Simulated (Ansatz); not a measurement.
Values for one crystal, relaxed and computed with r²SCAN (plane waves, PAW; program Ansatz); other levels are named.

| Quantity | Value |
|---|---|
| Volume per atom | 18.18 Å³ |
| Band gap | 5.22 eV (indirect) |
| Hole effective mass with spin–orbit coupling | 1.8, 1.8, 15 mₑ (principal values) |
| Electron effective mass | 0.53, 0.59, 0.59 mₑ (principal values) |
| Hole effective mass | 1.8, 1.8, 15 mₑ (principal values) |
| HSE06 gap on the r²SCAN cell | 6.16 eV |
| Pressure derivative B′ | 5.6 |

Task: Which of these materials gives this?
A) MgMnO3, R-3 (Mg on 6c, Mn on 6c, O on 18f)
B) Na2CO3, C2/m (Pearson symbol mS24)
C) RbCNO, Ima2 (Rb on 4a, C on 4b, N on 4b, O on 4b)
D) ZnO, wurtzite

Result: C, RbCNO, Ima2 (Rb on 4a, C on 4b, N on 4b, O on 4b)

The first step of the workflow began from a Materials Project structure, measured or hypothetical; the Crystallography Open Database copy checked does not list it. With N and O taken as one species the cell has the higher symmetry I4/mcm, so it may be an ordered model of a mixed-site phase. Whether it is the stable phase at ambient conditions was not checked. The r²SCAN relaxation kept the symmetry of its start; whether a distortion lowers the energy is not shown. Spin–orbit coupling is left out wherever it is not named.

Potentials: the later of the program's two PAW sets.
